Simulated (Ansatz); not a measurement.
FeTi2CO2:
```yaml
crystal:
  lattice:
    - [2.98405, 0.00000, 0.00000]
    - [-1.49202, 2.58426, 0.00000]
    - [0.00000, 0.00000, 7.60953]
  atoms:
    - { symbol: O, position: [0.33333, 0.66667, 0.67543], spin: 0.1 }
    - { symbol: Ti, position: [0.66667, 0.33333, 0.84552], spin: 0.0 }
    - { symbol: C, position: [0.00000, 0.00000, 0.00000] }
    - { symbol: Ti, position: [0.33333, 0.66667, 0.15448], spin: 0.0 }
    - { symbol: O, position: [0.66667, 0.33333, 0.32457], spin: 0.1 }
    - { symbol: Fe, position: [0.00000, 0.00000, 0.50000], spin: 3.3 }
```

Relaxed with PBE+D3(BJ). Special points in fractions of this cell's reciprocal vectors: Γ (0.000, 0.000, 0.000); M (0.500, 0.000, 0.000); K (0.333, 0.333, 0.000); A (0.000, 0.000, 0.500); L (0.500, 0.000, 0.500); H (0.333, 0.333, 0.500).

List the band energies nearest the Fermi level at these points for plane-wave PAW PBE+D3(BJ) (Ansatz code).

In eV from the Fermi level; about four levels below and three above (degenerate sets whole), none deeper than 8.9 eV; points with the same levels are listed once.

```csv
k,below,above
Γ ↑,-2.15 -2.15 -2.12 -2.12,0.02 0.15 0.15
M ↑,-2.25 -1.84 -1.82 -1.26,1.24 2.18 2.53
K ↑,-2.57 -2.57 -2.56 -1.68 -1.68,0.67 1.39 1.39
A ↑,-3.00 -3.00 -2.86 -1.21 -1.21,0.07 0.10 0.10
L ↑,-2.13 -1.78 -1.53 -1.48,1.50 2.19 2.49
H ↑,-2.54 -2.54 -2.53 -1.69 -1.69,0.75 1.44 1.44
Γ ↓,-2.05 -2.05 -0.77 -0.46 -0.46,0.31 0.40 0.40
M ↓,-3.29 -2.63 -2.54 -0.44,0.69 0.76 1.27
K ↓,-4.43 -4.43 -3.54 -0.01 -0.01,0.22 0.88 1.30 1.30
A ↓,-2.41 -2.41 -0.47 -0.23 -0.23,0.10 0.14 0.14
L ↓,-3.69 -2.71 -1.74 -1.12,0.69 0.76 1.56
H ↓,-6.00 -6.00 -4.48 -4.48 -3.55,0.06 0.06 0.35
```

Space group P-3m1. A made-up cell: these elements were put on the sites of a structure type; neither database checked (COD, Materials Project) lists it. Whether it is the stable phase at ambient conditions was not checked. Symmetry was held in the PBE+D3(BJ) relaxation; its stability against distortions is not shown here. The final state is ferromagnetic, chosen from 5 collinear starts compared on coarse meshes (ties went to the first, and starts can fall back to one state), not a proven ground state. No Hubbard U is applied. The compound may be a true metal, but semilocal functionals without U, or a wrong spin order, can also close a gap.

Potentials: the later of the program's two PAW sets.
